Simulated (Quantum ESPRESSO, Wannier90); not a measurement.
AlN (wurtzite), plane waves to Wannier functions

Materials Project entry mp-661; symmetrised, unrelaxed at this level. COD (Crystallography Open Database) has an entry of this formula and space group (matched by these alone). Level: PBEsol, no spin polarisation, no spin-orbit coupling; pw.x of Quantum ESPRESSO at 68 Ry with PseudoDojo potentials, 12×12×6 k-points, Wannier90. Density: 12×12×6 mesh, cold smearing 0.01 Ry.

```
begin unit_cell_cart
ang
    3.1285898190    0.0000000000    0.0000000000
   -1.5642949095    2.7094382613    0.0000000000
    0.0000000000    0.0000000000    5.0169600000
end unit_cell_cart
mp_grid = 12 12 6
```

Problem. Which shells of neighbouring k-points and which b-vectors and weights does Wannier90 pick for this cell and mesh?

Solution. 
```
 *---------------------------------- K-MESH ----------------------------------*
 +----------------------------------------------------------------------------+
 |                    Distance to Nearest-Neighbour Shells                    |
 |                    ------------------------------------                    |
 |          Shell             Distance (Ang^-1)          Multiplicity         |
 |          -----             -----------------          ------------         |
 |             1                   0.193250                      6            |
 |             2                   0.208731                      2            |
 |             3                   0.284455                     12            |
 |             4                   0.334719                      6            |
 |             5                   0.386500                      6            |
 |             6                   0.394469                     12            |
 |             7                   0.417463                      2            |
 |             8                   0.439262                     12            |
       ... (lines left out)
 +----------------------------------------------------------------------------+
 | The b-vectors are chosen automatically                                     |
 | The following shells are used:                       1,  2                 |
 +----------------------------------------------------------------------------+
 |                        Shell   # Nearest-Neighbours                        |
 |                        -----   --------------------                        |
 |                          1               6                                 |
 |                          2               2                                 |
 +----------------------------------------------------------------------------+
 | Completeness relation is fully satisfied [Eq. (B1), PRB 56, 12847 (1997)]  |
 +----------------------------------------------------------------------------+
 |                  b_k Vectors (Ang^-1) and Weights (Ang^2)                  |
 |                  ----------------------------------------                  |
 |            No.         b_k(x)      b_k(y)      b_k(z)        w_b           |
 |            ---        --------------------------------     --------        |
 |             1         0.000000    0.193250    0.000000     8.925653        |
 |             2         0.167359    0.096625    0.000000     8.925653        |
 |             3         0.000000   -0.193250    0.000000     8.925653        |
 |             4         0.167359   -0.096625    0.000000     8.925653        |
 |             5        -0.167359   -0.096625    0.000000     8.925653        |
 |             6        -0.167359    0.096625    0.000000     8.925653        |
 |             7         0.000000    0.000000    0.208731    11.476093        |
 |             8         0.000000    0.000000   -0.208731    11.476093        |
```
